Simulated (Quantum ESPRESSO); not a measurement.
# AlScTi4WLi: finding a planted mistake in a log

Simulated, not a measurement. The program is pw.x of Quantum ESPRESSO 7.5 (plane-wave density functional theory). The cell is made up: eight metal atoms on a hexagonal close-packed lattice, with elements, volume, strain and displacements drawn at random and not relaxed, so it may be unstable or far from any real phase. PseudoDojo standard norm-conserving files set the functional (PBE unless stated); there is no spin polarisation or spin-orbit coupling, the Fermi-Dirac width of 0.25 eV means electrons at about 2900 K, and the masses in the input are unused placeholders. Heavy elements are run without spin-orbit coupling, which real alloys of them have. A spin test at this wide smearing found no moment, but such smearing suppresses magnetism that the real alloy may have.

Intended input:

```
&control calculation='scf', pseudo_dir='./dojo.nc.sr.pbe.v0_5.standard.upf', outdir='./o', disk_io='minimal', tprnfor=.true., tstress=.true. /
&system ibrav=0, nat=8, ntyp=5, nbnd=57, ecutwfc=84.00895049, nosym=.true., tot_charge=0,
 occupations='smearing', smearing='fd', degauss=0.0183746611
/
&electrons conv_thr=1.470e-08, electron_maxstep=70, mixing_beta=0.5 /
ATOMIC_SPECIES
Al 1.0 Al.upf
Li 1.0 Li.upf
Sc 1.0 Sc.upf
Ti 1.0 Ti.upf
W 1.0 W.upf
CELL_PARAMETERS angstrom
2.9416 -0.0032 -0.0206
1.5075 -2.4544 -4.8251
1.4966 7.5458 -4.9242
ATOMIC_POSITIONS angstrom
Al 0.045 -0.0053 -0.0796
Sc 1.5178 2.5339 -4.9527
Ti 1.4049 -0.948 -2.5876
Ti 2.9865 1.8771 -7.2504
Ti 3.0747 5.0544 -5.0528
Ti 3.0357 -0.0053 -4.8324
W 2.9535 1.7298 -2.4058
Li 4.5358 4.3568 -7.2531
K_POINTS automatic
8 4 3 1 1 1
```

The log is shortened where brackets say so; the opening notice, blank lines, dates and the lines on written files are dropped, and the path of the files is cut. It prints rydbergs, bohrs and kilobars, and counts compression as positive stress. Its total energy is the free energy E - TS of the whole cell.

Log of the intended run:

```
     Program PWSCF v.7.5
     Parallel version (MPI & OpenMP), running on       4 processor cores
     Number of MPI processes:                 4
     Threads/MPI process:                     1
     [start-up lines left out]
     bravais-lattice index     =            0
     lattice parameter (alat)  =       5.5590  a.u.
     unit-cell volume          =     960.5770 (a.u.)^3
     number of atoms/cell      =            8
     number of atomic types    =            5
     number of electrons       =        79.00
     number of Kohn-Sham states=           57
     kinetic-energy cutoff     =      84.0090  Ry
     charge density cutoff     =     336.0358  Ry
     scf convergence threshold =      1.5E-08
     mixing beta               =       0.5000
     number of iterations used =            8  plain     mixing
     Exchange-correlation= PBE
                           (   1   4   3   4   0   0   0)
     [axes and pseudopotential details left out]
   Cartesian axes
     site n.     atom                  positions (alat units)
         1        Al     tau(   1) = (   0.0152974  -0.0018017  -0.0270594  )
         2        Sc     tau(   2) = (   0.5159647   0.8613803  -1.6836333  )
         3        Ti     tau(   3) = (   0.4775852  -0.3222655  -0.8796352  )
         4        Ti     tau(   4) = (   1.0152383   0.6381061  -2.4647192  )
         5        Ti     tau(   5) = (   1.0452212   1.7182054  -1.7176615  )
         6        Ti     tau(   6) = (   1.0319635  -0.0018017  -1.6427382  )
         7        W      tau(   7) = (   1.0040202   0.5880326  -0.8178337  )
         8        Li     tau(   8) = (   1.5419112   1.4810615  -2.4656370  )
     number of k points=    48  Fermi-Dirac smearing, width (Ry)=  0.0184
                       cart. coord. in units 2pi/alat
        k(    1) = (   0.0620747   0.0117024  -0.0627663), wk =   0.0416667
        k(    2) = (   0.0625586  -0.1834197   0.0366382), wk =   0.0416667
     [further k points left out]
     Dense  grid:    99931 G-vectors     FFT dimensions: (  36,  64, 108)
     Estimated max dynamical RAM per process >     302.10 MB
     Estimated total dynamical RAM >       1.11 GB
     Initial potential from superposition of free atoms
     starting charge      78.9835, renormalised to      79.0000
     Starting wfcs are   66 randomized atomic wfcs
     total cpu time spent up to now is       14.3 secs
     per-process dynamical memory:   221.7 Mb
     Self-consistent Calculation
     iteration #  1     ecut=    84.01 Ry     beta= 0.50
     Davidson diagonalization with overlap
     ethr =  1.00E-02,  avg # of iterations =  2.5
     Threshold (ethr) on eigenvalues was too large:
     Diagonalizing with lowered threshold
     Davidson diagonalization with overlap
     ethr =  7.09E-04,  avg # of iterations =  4.8
     total cpu time spent up to now is       82.7 secs
     total energy              =    -741.97783713 Ry
     estimated scf accuracy    <       0.66190100 Ry
     iteration #  2     ecut=    84.01 Ry     beta= 0.50
     Davidson diagonalization with overlap
     ethr =  8.38E-04,  avg # of iterations =  8.4
     total cpu time spent up to now is      137.3 secs
     total energy              =    -740.81441958 Ry
     estimated scf accuracy    <      32.28666914 Ry
     [iterations 3 to 19 left out]
     iteration # 20     ecut=    84.01 Ry     beta= 0.50
     Davidson diagonalization with overlap
     ethr =  5.72E-11,  avg # of iterations =  3.2
     total cpu time spent up to now is      587.2 secs
     total energy              =    -742.32049828 Ry
     estimated scf accuracy    <       0.00000001 Ry
     iteration # 21     ecut=    84.01 Ry     beta= 0.50
     Davidson diagonalization with overlap
     ethr =  1.87E-11,  avg # of iterations =  3.2
     total cpu time spent up to now is      611.1 secs
     End of self-consistent calculation
     [lines on levels left out]
!    total energy              =    -742.32049828 Ry
     estimated scf accuracy    <          1.8E-09 Ry
     smearing contrib. (-TS)   =      -0.15834299 Ry
     internal energy E=F+TS    =    -742.16215529 Ry
     The total energy is F=E-TS. E is the sum of the following terms:
     one-electron contribution =    -333.72321971 Ry
     hartree contribution      =     187.62601505 Ry
     xc contribution           =    -124.56289795 Ry
     ewald contribution        =    -471.50205268 Ry
     convergence has been achieved in  21 iterations
     Forces acting on atoms (cartesian axes, Ry/au):
     atom    1 type  1   force =     0.00431881   -0.01098528   -0.02034986
     atom    2 type  3   force =     0.00558802    0.00358274    0.04877423
     atom    3 type  4   force =     0.00940461    0.07086429    0.04392485
     atom    4 type  4   force =     0.00310786   -0.04067833   -0.05260136
     atom    5 type  4   force =    -0.00628294    0.02728130    0.02825917
     atom    6 type  4   force =    -0.00588739   -0.02123978   -0.00918420
     atom    7 type  5   force =    -0.00201008   -0.00213053   -0.00271096
     atom    8 type  2   force =    -0.00823890   -0.02669440   -0.03611188
     Total force =     0.136749     Total SCF correction =     0.000156
     Computing stress (Cartesian axis) and pressure
          total   stress  (Ry/bohr**3)                   (kbar)     P=      -15.82
  -0.00015757  -0.00002708   0.00000972          -23.18       -3.98        1.43
  -0.00002708  -0.00003285  -0.00002885           -3.98       -4.83       -4.24
   0.00000972  -0.00002885  -0.00013227            1.43       -4.24      -19.46
     init_run     :     13.60s CPU     14.05s WALL (       1 calls)
     electrons    :    586.41s CPU    596.85s WALL (       1 calls)
     forces       :      3.19s CPU      3.21s WALL (       1 calls)
     stress       :     12.93s CPU     12.98s WALL (       1 calls)
     [timing details left out]
     PWSCF        :  10m16.45s CPU  10m27.46s WALL
     JOB DONE.
```

A second run was made from an input with one planted mistake. Its log:

```
     Program PWSCF v.7.5
     Parallel version (MPI & OpenMP), running on       4 processor cores
     Number of MPI processes:                 4
     Threads/MPI process:                     1
     [start-up lines left out]
     bravais-lattice index     =            0
     lattice parameter (alat)  =       5.5590  a.u.
     unit-cell volume          =     960.5770 (a.u.)^3
     number of atoms/cell      =            8
     number of atomic types    =            5
     number of electrons       =        79.00
     number of Kohn-Sham states=           57
     kinetic-energy cutoff     =      84.0090  Ry
     charge density cutoff     =     336.0358  Ry
     scf convergence threshold =      1.5E-08
     mixing beta               =       0.5000
     number of iterations used =            8  plain     mixing
     Exchange-correlation= PBE
                           (   1   4   3   4   0   0   0)
     [axes and pseudopotential details left out]
   Cartesian axes
     site n.     atom                  positions (alat units)
         1        W      tau(   1) = (   0.0152974  -0.0018017  -0.0270594  )
         2        Sc     tau(   2) = (   0.5159647   0.8613803  -1.6836333  )
         3        Ti     tau(   3) = (   0.4775852  -0.3222655  -0.8796352  )
         4        Ti     tau(   4) = (   1.0152383   0.6381061  -2.4647192  )
         5        Ti     tau(   5) = (   1.0452212   1.7182054  -1.7176615  )
         6        Ti     tau(   6) = (   1.0319635  -0.0018017  -1.6427382  )
         7        Al     tau(   7) = (   1.0040202   0.5880326  -0.8178337  )
         8        Li     tau(   8) = (   1.5419112   1.4810615  -2.4656370  )
     number of k points=    48  Fermi-Dirac smearing, width (Ry)=  0.0184
                       cart. coord. in units 2pi/alat
        k(    1) = (   0.0620747   0.0117024  -0.0627663), wk =   0.0416667
        k(    2) = (   0.0625586  -0.1834197   0.0366382), wk =   0.0416667
     [further k points left out]
     Dense  grid:    99931 G-vectors     FFT dimensions: (  36,  64, 108)
     Estimated max dynamical RAM per process >     302.10 MB
     Estimated total dynamical RAM >       1.11 GB
     Initial potential from superposition of free atoms
     starting charge      78.9835, renormalised to      79.0000
     Starting wfcs are   66 randomized atomic wfcs
     total cpu time spent up to now is       11.5 secs
     per-process dynamical memory:   230.0 Mb
     Self-consistent Calculation
     iteration #  1     ecut=    84.01 Ry     beta= 0.50
     Davidson diagonalization with overlap
     ethr =  1.00E-02,  avg # of iterations =  2.6
     Threshold (ethr) on eigenvalues was too large:
     Diagonalizing with lowered threshold
     Davidson diagonalization with overlap
     ethr =  5.43E-04,  avg # of iterations =  5.1
     total cpu time spent up to now is       64.6 secs
     total energy              =    -742.08221918 Ry
     estimated scf accuracy    <       0.53692011 Ry
     iteration #  2     ecut=    84.01 Ry     beta= 0.50
     Davidson diagonalization with overlap
     ethr =  6.80E-04,  avg # of iterations = 10.6
     total cpu time spent up to now is      102.0 secs
     total energy              =    -741.03087983 Ry
     estimated scf accuracy    <      28.41847216 Ry
     [iterations 3 to 20 left out]
     iteration # 21     ecut=    84.01 Ry     beta= 0.50
     Davidson diagonalization with overlap
     ethr =  1.48E-10,  avg # of iterations =  2.0
     total cpu time spent up to now is      567.6 secs
     total energy              =    -742.33133614 Ry
     estimated scf accuracy    <       0.00000003 Ry
     iteration # 22     ecut=    84.01 Ry     beta= 0.50
     Davidson diagonalization with overlap
     ethr =  3.73E-11,  avg # of iterations =  5.1
     total cpu time spent up to now is      588.0 secs
     End of self-consistent calculation
     [lines on levels left out]
!    total energy              =    -742.33133614 Ry
     estimated scf accuracy    <          1.9E-09 Ry
     smearing contrib. (-TS)   =      -0.15714608 Ry
     internal energy E=F+TS    =    -742.17419006 Ry
     The total energy is F=E-TS. E is the sum of the following terms:
     one-electron contribution =    -307.17281244 Ry
     hartree contribution      =     174.34209248 Ry
     xc contribution           =    -124.56934235 Ry
     ewald contribution        =    -484.77412776 Ry
     convergence has been achieved in  22 iterations
     Forces acting on atoms (cartesian axes, Ry/au):
     atom    1 type  5   force =     0.00993483   -0.00429129   -0.00093439
     atom    2 type  3   force =     0.00375484    0.00430060    0.05366116
     atom    3 type  4   force =     0.00449010    0.04661284    0.01913077
     atom    4 type  4   force =     0.00164462   -0.02226083   -0.04300363
     atom    5 type  4   force =    -0.00358867    0.05229783    0.02990443
     atom    6 type  4   force =    -0.00901994   -0.03903287   -0.02682093
     atom    7 type  1   force =     0.00037511   -0.01300023    0.00328283
     atom    8 type  2   force =    -0.00759088   -0.02462607   -0.03522024
     Total force =     0.126442     Total SCF correction =     0.000209
     Computing stress (Cartesian axis) and pressure
          total   stress  (Ry/bohr**3)                   (kbar)     P=      -16.91
  -0.00015019  -0.00004180   0.00003648          -22.09       -6.15        5.37
  -0.00004180  -0.00007094  -0.00003422           -6.15      -10.44       -5.03
   0.00003648  -0.00003422  -0.00012374            5.37       -5.03      -18.20
     init_run     :     10.53s CPU     11.20s WALL (       1 calls)
     electrons    :    572.23s CPU    576.61s WALL (       1 calls)
     forces       :      2.30s CPU      2.32s WALL (       1 calls)
     stress       :     11.64s CPU     11.68s WALL (       1 calls)
     [timing details left out]
     PWSCF        :   9m56.97s CPU  10m 2.23s WALL
     JOB DONE.
```

Question: the log repeats what the program read. Compare it with the intended run: what was wrong in the second input?

Answer: two atoms have their elements exchanged. The input lines that differ:

```
- Al 0.045 -0.0053 -0.0796
+ W 0.045 -0.0053 -0.0796
- W 2.9535 1.7298 -2.4058
+ Al 2.9535 1.7298 -2.4058
```

```
                                            intended run  run with the mistake
                          free energy (eV)    -10099.785            -10099.932
         entropy term -TS, part of it (eV)        -2.154                -2.138
                            pressure (GPa)         -1.58                 -1.69
size of the largest force component (eV/Å)         1.822                 1.380
largest change of a force component (eV/Å)                               0.643
                                iterations            21                    22
```

For scale, a rerun of the intended cell at a higher cutoff and on a denser mesh moved values by no more than 0.002 eV in energy, 0.02 GPa in stress and 0.003 eV/Å in force, and a second program with other atomic files agreed on that cell to 2 % rms in force and 0.5 GPa in pressure.